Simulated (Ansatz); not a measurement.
LiCl:
```cif
data_Cl2Li2
_chemical_formula_sum 'Li2 Cl2'
_space_group_name_H-M_alt 'P 1'
_space_group_IT_number 1
_cell_length_a 3.89452
_cell_length_b 3.89452
_cell_length_c 6.22775
_cell_angle_alpha 90.000
_cell_angle_beta 90.000
_cell_angle_gamma 120.000
loop_
_space_group_symop_operation_xyz
  'x, y, z'
loop_
_atom_site_label
_atom_site_type_symbol
_atom_site_fract_x
_atom_site_fract_y
_atom_site_fract_z
_atom_site_occupancy
Li1 Li 0.66667 0.33333 0.87807 1
Li2 Li 0.33333 0.66667 0.37807 1
Cl1 Cl 0.66667 0.33333 0.49693 1
Cl2 Cl 0.33333 0.66667 0.99693 1
```

This is the r²SCAN-relaxed structure.

Task: All from DFT-r²SCAN in the program Ansatz with PAW potentials, unless another level is named. Give the formation energy from the elements (no fitted shifts).

Result: -2.01 eV/atom.

Task: And the HSE06 gap on the r²SCAN cell?

Result: 7.35 eV.

Task: And the electron effective mass?

Result: 0.52 mₑ (isotropic).

Task: Next, the valence-band maximum?

Result: at Γ.

Task: And the weight of the conduction-edge state by species (Voronoi cells)?

Result: Li 55 %, Cl 45 %.

Space group P6_3mc (wurtzite). The first step of the workflow began from a Materials Project structure, measured or hypothetical; the Crystallography Open Database copy checked does not list it. It is not the phase usual at ambient conditions (space group No. 225). Symmetry was held in the r²SCAN relaxation; of distortions, only those at the zone centre were tested. The references are the lowest solids computed at this level, not always the standard phases (solids in place of the gases).

Potentials: the later of the program's two PAW sets.
